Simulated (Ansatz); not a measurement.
SiC (wurtzite)

```
CELL_PARAMETERS angstrom
      3.09195     0.00000     0.00000
     -1.54598     2.67771     0.00000
      0.00000     0.00000     5.07427
ATOMIC_POSITIONS crystal
  Si 0.66667 0.33333 0.00052
  Si 0.33333 0.66667 0.50052
  C  0.66667 0.33333 0.62468
  C  0.33333 0.66667 0.12468
```

In this cell atom 2 (Si, nearest neighbour C at 1.893 Å; its periodic images, 3.1 Å or more away, move with it) is moved by s along Cartesian z, unit vector (0.000, 0.000, 1.000); all other atoms and the cell stay fixed.

Computed with PBE (plane waves to 420 eV, PAW, scalar-relativistic; Ansatz, a quantum-chemistry and plane-wave program). k mesh 10×10×5 (Γ-centred), Fermi-Dirac smearing 0.05 eV. E stands for the smeared free energy. SiC was relaxed with its symmetry unable to fall. ΔE is measured from the undisplaced structure.

The scan covers s from -0.190 to 0.190 Å in 11 points.

**Question.** Is the energy the same for displacements of ±0.190 Å, and if not, which side lies higher?

**Answer.** Not even: the negative side lies higher at ±0.190 Å. With its periodic images moving along, the atom's site symmetry in this cell is 3m..

**Question.** What force acts on the atom along the line at s = -0.190 Å?

**Answer.** 6.76 eV/Å.

**Question.** What is the energy change at s = 0.190 Å?

**Answer.** 387 meV/cell.

**Question.** What is the force constant k = d²E/ds² of this move at s = 0?

**Answer.** 26.3 eV/Å².

(For displaced atoms, the force is minus the slope of the energy, and its curvature is a force constant, which sets phonon frequencies.)
